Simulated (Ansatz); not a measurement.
Consider the following.

VH2:
```cif
data_H2V
_chemical_formula_sum 'V1 H2'
_space_group_name_H-M_alt 'P 1'
_space_group_IT_number 1
_cell_length_a 2.96095
_cell_length_b 2.96095
_cell_length_c 2.96095
_cell_angle_alpha 60.000
_cell_angle_beta 60.000
_cell_angle_gamma 60.000
loop_
_space_group_symop_operation_xyz
  'x, y, z'
loop_
_atom_site_label
_atom_site_type_symbol
_atom_site_fract_x
_atom_site_fract_y
_atom_site_fract_z
_atom_site_occupancy
V1 V 0.00000 0.00000 0.00000 1
H1 H 0.75000 0.75000 0.75000 1
H2 H 0.25000 0.25000 0.25000 1
```

This is the r²SCAN-relaxed structure.

Task: All from r²SCAN in the plane-wave PAW code Ansatz, unless another level is named. Give the electronic character.

Result: metallic (no gap).

Task: Next, the density of states at the Fermi level?

Result: 0.45 states/eV per atom (mean over ±0.08 eV).

Task: Next, the formation energy from the elements (no fitted shifts)?

Result: -0.24 eV/atom.

Space group Fm-3m (fluorite). The first step of the workflow began from a Materials Project structure, measured or hypothetical; the Crystallography Open Database files this formula in space group No. 225, but the cells were not matched. Its standing as an ambient phase is unchecked. The cell was relaxed with r²SCAN under the symmetry of its start; its stability against distortions is not shown here. The run is not spin-polarised. The references are the lowest solids computed at this level, not always the standard phases (solids in place of the gases).

Potentials: the later of the program's two PAW sets.
